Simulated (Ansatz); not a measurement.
Starting cell, Ti (hcp, Mg type):

```
CELL_PARAMETERS angstrom
      2.93885     0.00000     0.00000
     -1.46943     2.54512     0.00000
      0.00000     0.00000     4.64996
ATOMIC_POSITIONS crystal
  Ti 0.33333 0.66667 0.75000
  Ti 0.66667 0.33333 0.25000
```

In this cell atom 2 (Ti, nearest neighbour Ti at 2.878 Å; its periodic images, 2.9 Å or more away, move with it) is moved by s along Cartesian [110], unit vector (0.707, 0.707, 0.000); all other atoms and the cell stay fixed.

The numbers are results of PBE (plane waves to 420 eV, PAW, scalar-relativistic; Ansatz, a program for electronic structure), not measurements. k mesh 15×15×8 (Γ-centred), Fermi-Dirac smearing 0.05 eV. The energy includes the smearing's −TS. With partly filled bands, energies and forces of such displacements shift with the k mesh and the smearing. The PAW data are Ansatz's earlier set. Ti is run without spin polarisation. Ti was relaxed with its symmetry unable to fall. The zero of ΔE is the undisplaced structure. The last digit holds for this mesh only.

```
s (Å)   ΔE (meV/cell)
------  -------------
-0.290           56.3
-0.232           37.5
-0.174           21.9
-0.116           10.1
-0.058            2.6
0.000             0.0
0.058             2.6
0.116        withheld
0.174            23.2
0.232            40.1
0.290            60.0
```

Question: Fit a polynomial form (powers 2, 3, 4) to the given rows and predict ΔE at s = 0.116.

Answer: Least squares on the 10 given rows: ΔE = (774.0)·s² + (83.21)·s³ + (-982.8)·s⁴, in meV/cell with s in Å; root-mean-square residual 0.17 meV/cell. At 0.116 the fit gives 10.4 meV/cell; the calculation gives 10.5 meV/cell, so the interpolation is off by -0.1 (-1.0 %). The quadratic term alone would give 10.4 meV/cell.

(A displaced cell: forces are minus the slopes of the energy, force constants its curvatures, and phonons follow from these.)
